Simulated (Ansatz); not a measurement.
TaRu (CsCl type, Pm-3m), the program Ansatz at the PBE level (PAW), all energies at zero smearing, with the estimated change up to a 700 eV cutoff added, with one set of potentials and settings (totals compare only within such a set). Cell of 2 atoms (1 Ru, 1 Ta): -15811.488 eV.

| element | reference phase | E (eV/atom) |
|---|---|---|
| Ru | P6_3/mmc, 2 atoms in the cell | -5878.6876 |
| Ta | Im-3m, 1 atoms in the cell | -9932.2522 |

Formation energy per atom, worked out: (-15811.488 − 1×(-5878.6876) − 1×(-9932.2522))/2 = -0.274 eV/atom (-26 kJ per mol of atoms), at 0 K, without zero-point energy or fitted corrections.

The workflow started from an entry of the Crystallography Open Database (COD), which files this formula under 2 space groups. Its standing as an ambient phase is unchecked. Symmetry was held in the PBE relaxation; whether a distortion lowers the energy is not shown. The run is not spin-polarised. The references are the lowest solids computed at this level, not always the standard phases. Spin–orbit coupling is left out wherever it is not named.

Potentials: the later of the program's two PAW sets.
